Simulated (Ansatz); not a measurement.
## Computed properties of ZnSnO3

ZnSnO3:
```xyz
10
Lattice="2.6391 1.5237 4.6703 -2.6391 1.5237 4.6703 0.0000 -3.0474 4.6703" Properties=species:S:1:pos:R:3 pbc="T T T"
Zn     0.0000     0.0000    10.0242
Zn     0.0000     0.0000     3.0188
Sn     0.0000     0.0000    13.9797
Sn     0.0000     0.0000     6.9743
O     -1.0412     1.4822     6.0161
O      1.8043     0.1606     6.0161
O     -0.7631    -1.6428     6.0161
O      0.8348    -1.3631     8.3512
O      0.7631     1.4045     8.3512
O     -1.5979    -0.0414     8.3512
```

Space group R3c (No. 161); conventional cell a = b = 5.2782 Å, c = 14.0108 Å, α = β = 90.00°, γ = 120.00°.

Method: PBEsol in the plane-wave PAW code Ansatz. The cell and atoms are relaxed at this level. Other levels are named where they apply.

**Cell and energy**

```yaml
volume_per_atom: 11.27 Å³
density: 6.84 g/cm³
Formation energy from the elements (no fitted shifts): -1.56 eV/atom
```

**Electronic structure**

```yaml
band_gap: 1.25 eV (direct)
valence_band_maximum: at Γ
conduction_band_minimum: at Γ
electron_effective_mass: 0.19 mₑ (isotropic)
Electron effective mass with spin–orbit coupling: 0.19 mₑ (isotropic)
Hole effective mass, band 1 of 2 at the edge: 5.3 along x, 13 along z (mₑ)
Hole effective mass, band 2 of 2 at the edge: 0.91 along x, 13 along z (mₑ)
HSE06 gap on the PBEsol cell: 3.06 eV
Gap with spin–orbit coupling: 1.24 eV
```

**Mechanics**

```yaml
Bulk modulus (Birch–Murnaghan fit): 180 GPa
Pressure derivative B′: 4.3
Elastic constants (relaxed ions, GPa): C11 = 313, C12 = 150, C13 = 122, C14 = 1.0, C33 = 249, C44 = 71.0
mechanical_stability: stable (all eigenvalues of C positive)
hill_bulk_and_shear_moduli: 183 and 76.5 GPa
Young's modulus: 201 GPa
Poisson's ratio: 0.32
debye_temperature_from_the_elastic_constants: 497 K
Piezoelectric stress constants (proper, relaxed ions, C/m²): e15 = e24 = 0.42, e16 = e21 = -0.06, e22 = 0.06, e31 = e32 = 0.76, e33 = 0.50
```

**Dielectric response**

```yaml
Electronic dielectric constant ε∞ (DFPT): 5.01 (xx = yy), 4.85 (zz)
Static dielectric constant ε0 (ions relaxed, cell fixed): 13.7 (xx = yy), 22.6 (zz)
Born charges (a third of the trace): Zn +2.33, Sn +4.23, O -2.19 e
Largest static χ(2) component: 6.2 pm/V
```

**Phonons**

```yaml
Highest zone-centre frequency (without LO–TO term): 668 cm⁻¹
zone_centre_stability: no imaginary mode at Γ
```

The PBEsol relaxation kept the symmetry of its start. Signs of piezoelectric constants follow the polarity of the cell as given. The references are the lowest solids computed at this level, not always the standard phases (solids in place of the gases). Scalar-relativistic: spin–orbit coupling is off unless named, which matters more the heavier the elements.

Potentials: the later of the program's two PAW sets.
